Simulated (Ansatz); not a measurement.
**Li2HClO: Quadrupolar parameters**

The cell is a computed structure from the Materials Project (it need not be an observed phase) whose atoms were relaxed with PBE, the cell held.

Space group Pnma (No. 62); a = 9.5308, b = 5.5578, c = 5.8440 Å.

```
site  Wyckoff  site symmetry       x       y       z
  Li       8d              1  0.8803  0.0002  0.5689
   H       4c            .m.  0.5593  0.2500  0.7397
  Cl       4c            .m.  0.6999  0.2500  0.3894
   O       4c            .m.  0.5227  0.2500  0.8957
```

One atom of each set is listed.

Method: Kohn–Sham DFT in Ansatz, PBE, plane waves and PAW, scalar-relativistic, 420 eV cutoff, Γ-centred 3×5×4 k-points, Fermi–Dirac smearing 0.02 eV.

Conventions: |V_zz| ≥ |V_yy| ≥ |V_xx|, η = (V_xx − V_yy)/V_zz, C_Q = eQV_zz/h.

6Li: I = 1, Q = -0.8080 mb; ²H: I = 1, Q = 2.858 mb; ³⁵Cl: I = 3/2, Q = -81.12 mb; ¹⁷O: I = 5/2, Q = -25.58 mb. Quadrupole moments are those of Pyykkö's year-2017 table.

Problem. What field gradients does the calculation give at each kind of site?

Solution. 

```tsv
site	atoms	first shell	V_zz (10²¹ V/m²)	η	C_Q (MHz)
Li	8	2 O at 1.95 Å, 2 Cl at 2.45 Å; also 1 Li at 2.42 Å	-0.18	0.92	0.004
H	4	1 O at 0.98 Å	4.09	0.00	0.282
Cl	4	4 Li at 2.45 Å; also 1 H at 2.45 Å	-2.79	0.74	5.47
O	4	1 H at 0.98 Å, 4 Li at 1.95 Å	12.12	0.03	-7.49
```

At H V_zz points along its bond to O (within 1°). At O V_zz points along its shortest bond, to H (within 1°).

With these PAW files V_zz is typically within 2 to 3 % of all-electron values, but misses above 10 % occur on Li.

The relaxation (4 steps) took 52 s of wall time (52 s of CPU time) and 0.64 GiB at its peak, on 1 thread of Arm Neoverse V2 (aarch64; 8 cores open to the job, memory cap 2.5 GiB, no GPU), a shared host with a load of 0.4 a core.
